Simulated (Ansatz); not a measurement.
Ti4AlGe7:
Space group I-4m2 (No. 119); a = b = 3.6670 Å, c = 28.4039 Å, α = β = γ = 90.00°

```csv
atom,site,symmetry,x,y,z
Ti,4e,2mm.,0.0000,0.0000,0.1754
Ti,4f,2mm.,0.5000,0.0000,0.0726
Al,2d,-4m2,0.5000,0.0000,0.2500
Ge,4e,2mm.,0.0000,0.0000,0.3402
Ge,4f,2mm.,0.0000,0.5000,0.0959
Ge,2b,-4m2,0.0000,0.0000,0.5000
Ge,2c,-4m2,0.0000,0.5000,0.2500
Ge,2a,-4m2,0.0000,0.0000,0.0000
```
(The calculation used a cell of 12 atoms; values per cell refer to that cell.)

Relaxed with r²SCAN.

Problem. Which orbitals make up the states near the Fermi level in r²SCAN in the plane-wave PAW code Ansatz?

Solution. Within 0.5 eV of the Fermi level: Ti 3d 74 %, Ge 4p 18 %. Projections are on Löwdin-orthogonalised atomic valence shells; empty p or d shells of many metals are not among them.

Problem. Tabulate the density of states.

Solution. States/eV per cell of 12 atoms, in 0.25 eV bins, energy from the Fermi level.

```csv
E (eV),total,Ti 3d,Ge 4p,Ge 4s
-7.85,1.51,0.18,0.37,0.87
-7.60,2.22,0.26,0.63,1.08
-7.35,3.70,0.42,1.02,1.85
-7.10,1.41,0.13,0.47,0.66
-6.85,2.15,0.15,0.76,0.90
-6.60,1.00,0.08,0.43,0.25
-6.35,0.95,0.09,0.42,0.18
-6.10,1.61,0.14,0.93,0.20
-5.85,2.43,0.24,1.43,0.23
-5.60,2.51,0.27,1.55,0.23
-5.35,2.97,0.33,1.92,0.25
-5.10,4.63,0.52,2.99,0.45
-4.85,4.32,0.54,2.70,0.44
-4.60,3.42,0.43,2.14,0.29
-4.35,3.64,0.50,2.26,0.35
-4.10,4.61,0.67,2.91,0.40
-3.85,4.96,0.82,3.16,0.40
-3.60,5.89,1.04,3.78,0.42
-3.35,5.35,1.10,3.37,0.33
-3.10,6.44,1.50,3.99,0.37
-2.85,7.73,2.11,4.63,0.36
-2.60,7.16,2.21,4.05,0.29
-2.35,7.07,2.55,3.72,0.25
-2.10,8.14,3.42,3.88,0.26
-1.85,7.54,3.50,3.26,0.24
-1.60,7.79,3.91,2.99,0.25
-1.35,6.92,3.84,2.25,0.21
-1.10,6.12,3.61,1.68,0.21
-0.85,5.45,3.37,1.40,0.20
-0.60,5.30,3.49,1.21,0.17
-0.35,4.63,3.28,0.90,0.11
-0.10,3.31,2.46,0.63,0.04
0.15,2.04,1.61,0.31,0.03
0.40,2.86,2.17,0.44,0.10
0.65,6.08,4.36,1.03,0.30
0.90,9.27,6.69,1.60,0.44
1.15,7.46,5.39,1.23,0.40
1.40,10.07,7.51,1.41,0.61
1.65,14.60,11.38,1.71,0.83
1.90,19.70,15.41,2.09,1.23
2.15,10.74,7.40,1.65,1.06
2.40,10.50,7.00,1.78,1.10
2.65,10.41,6.06,2.11,1.28
2.90,8.46,4.43,2.06,0.85
3.15,7.32,3.56,2.01,0.69
3.40,7.74,3.59,2.02,0.59
3.65,9.90,3.96,3.36,0.58
3.90,7.68,2.75,2.86,0.44
4.15,5.64,1.60,2.21,0.35
4.40,5.72,1.39,2.35,0.32
4.65,6.29,1.44,2.66,0.30
```

The workflow started from a Materials Project entry (that database holds measured and hypothetical structures alike); the Crystallography Open Database copy checked does not list it. With Al and Ge taken as one species the cell has the higher symmetry I4_1/amd, so it may be an ordered model of a mixed-site phase. Its standing as an ambient phase is unchecked. The cell was relaxed with r²SCAN under the symmetry of its start; its stability against distortions is not shown here. The run is not spin-polarised. Scalar-relativistic: spin–orbit coupling is off unless named, which matters more the heavier the elements.

Potentials: the later of the program's two PAW sets.
